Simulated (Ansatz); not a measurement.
# In2SiS: rattling a relaxed structure

It was reached by relaxing an invented guess, and it needn't be the stable form of this composition.

Level of theory: DFT PBE, scalar-relativistic, plane waves, PAW in Ansatz 0.2.0. Plane waves to 420 eV, a k mesh through Γ of 6×4×6 on the computed 16-atom cell and Gaussian smearing (0.02 eV); no spin polarisation.

The cell below (16 atoms, space group Pna2_1 (No. 33)) is relaxed within its symmetry.

```
In Si S
1.0
     7.48917    0.00000    0.00000
     0.00000    8.51304    0.00000
     0.00000    0.00000    7.03769
In Si S
8 4 4
Direct
  0.91867 0.86595 0.88285
  0.91694 0.38342 0.87086
  0.41867 0.63405 0.88285
  0.41694 0.11658 0.87086
  0.58133 0.36595 0.38285
  0.58306 0.88342 0.37086
  0.08133 0.13405 0.38285
  0.08306 0.61658 0.37086
  0.90653 0.37735 0.50194
  0.09347 0.62265 0.00194
  0.40653 0.12265 0.50194
  0.59347 0.87735 0.00194
  0.08006 0.12629 0.00235
  0.58006 0.37371 0.00235
  0.41994 0.62629 0.50235
  0.91994 0.87371 0.50235
```

For the test it was strained at random (σ = 1.5 % a component), the atoms were moved at random (σ = 0.05 Å), and all was relaxed again on a coarse 2×2×2 mesh (in the run’s order of axes) with 0.10 eV smearing, with no symmetry imposed.

Q: Is the structure stable against such a distortion?

A: It returns, within 1 meV/atom of the unmoved cell on that mesh and with the same symmetry when read at 0.1 Å (Pc at 0.01 Å, so small strains and shifts remain). No instability shows in this cell; modes of other wave vectors, which need another repeat, aren't tested.
